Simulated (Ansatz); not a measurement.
A geometry of CsPbCl₃ away from equilibrium: the start of the relaxation of a generated trial cell of CsPbCl3 in the 2H-BaNiO3 structure type. Computed with PBEsol (plane waves to 420 eV, PAW, scalar-relativistic; Ansatz, a program for electronic structure). Γ-centred k-mesh 4×4×4 on the run's cell (coarser than for final values), Fermi–Dirac smearing 0.05 eV.

```xyz
10
Lattice="8.3140 0.0000 0.0000 -4.1570 7.2001 0.0000 0.0000 0.0000 7.1030" Properties=species:S:1:pos:R:3 pbc="T T T"
Cs     0.0000     4.8001     5.3273
Cs     4.1570     2.4000     1.7758
Pb     0.0000     0.0000     0.0000
Pb     0.0000     0.0000     3.5515
Cl     0.0000     2.1053     1.7758
Cl     2.3337     6.1474     1.7758
Cl    -2.3337     6.1474     1.7758
Cl     4.1570     5.0948     5.3273
Cl     1.8232     1.0527     5.3273
Cl     6.4907     1.0527     5.3273
```

### Question
What forces act on the atoms (eV/Å)?

### Answer
```tsv
atom	Fx	Fy	Fz
Cs1	0.00	0.00	0.00
Cs2	0.00	0.00	0.00
Pb3	0.00	0.00	0.00
Pb4	0.00	0.00	0.00
Cl5	0.00	1.08	0.00
Cl6	-0.93	-0.54	0.00
Cl7	0.93	-0.54	0.00
Cl8	0.00	-1.08	0.00
Cl9	0.93	0.54	0.00
Cl10	-0.93	0.54	0.00
```

### Question
What is the pressure?

### Answer
+1.7 GPa, compression positive.

No spin polarisation in the result.

The run could not lose the symmetry of its start: the end is stationary, and may be a saddle point rather than a minimum.

The end of the path is a generated cell of CsPbCl3: the first start was made by placing the elements on the sites of a structure type, and the end was not matched to a known phase here, so it may be hypothetical. Known forms of CsPbCl3 include space group No. 221.
